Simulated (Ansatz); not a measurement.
# TiO2 (anatase): gap against strain (epitaxial in the xy plane)

Anatase TiO2, relaxed with r2SCAN in Ansatz 0.2.0, then strained (epitaxial in the xy plane; changes of length per length, axes as in the cell below) with the atoms relaxed again within the symmetry that is left. It is tetragonal, I4_1/amd (No. 141); conventional cell a = 3.778 Å, c = 9.583 Å, 11.40 Å³ an atom. Around Ti lie 6 O at 1.93–1.99 Å and 4 Ti at 3.05 Å; around O lie 3 Ti at 1.93–1.99 Å. (Simulation; spin polarisation is off.)

```yaml
crystal:
  lattice:
    - [-1.88890, 1.88890, 4.79172]
    - [1.88890, -1.88890, 4.79172]
    - [1.88890, 1.88890, -4.79172]
  atoms:
    - { symbol: Ti, position: [0.75000, 0.25000, 0.50000] }
    - { symbol: Ti, position: [0.00000, 0.00000, 0.00000] }
    - { symbol: O, position: [0.54271, 0.04271, 0.50000] }
    - { symbol: O, position: [0.79271, 0.79271, 0.00000] }
    - { symbol: O, position: [0.20729, 0.20729, 0.00000] }
    - { symbol: O, position: [0.95729, 0.45729, 0.50000] }
```

Gaps are the least over each mesh (PBE 10×10×10, r2SCAN 10×10×10, HSE06 6×6×6 when unstrained) and the special points, which keep their unstrained names; stress is the change from the unstrained cell, compression positive.

```csv
strain (%),free normal strain (%),"gap, PBE (eV)","gap, r2SCAN (eV)","gap, HSE06 (eV)","edges, HSE06","in-plane stress, r2SCAN (GPa)","energy rise, r2SCAN (meV/atom)"
-4.0,+6.65,2.553,2.965,4.090,Γ–X (0.46) → Γ,+11.53,33.6
-3.0,+4.88,2.480,2.881,4.006,Γ–X (0.81) → Γ,+8.67,19.0
-2.0,+3.16,2.361,2.755,3.874,Γ–X (0.83) → Γ,+5.84,8.5
-1.0,+1.53,2.249,2.636,3.751,Γ–X (0.85) → Γ,+2.95,2.1
0.0,0.00,2.146,2.527,3.638,Γ–X (0.88) → Γ,0.00,0.0
+1.0,-1.39,2.057,2.432,3.540,Γ–X (0.89) → Γ,-3.04,2.1
+2.0,-2.63,1.979,2.349,3.455,Γ–X (0.89) → Γ,-6.10,8.6
+3.0,-3.73,1.915,2.279,3.385,Γ–X (0.90) → Γ,-9.11,19.3
+4.0,-4.70,1.860,2.220,3.326,Γ–X (0.91) → Γ,-12.01,34.2
```

Between zero and the nearest strains the slope of the HSE06 gap against strain is -0.113 eV per percent for negative and -0.098 for positive strain.

Where an edge lies off the special points, it is a point of the mesh or the k point where a search put PBE's edge or least direct gap, reused for the other functionals, whose own edges may lie a little apart.
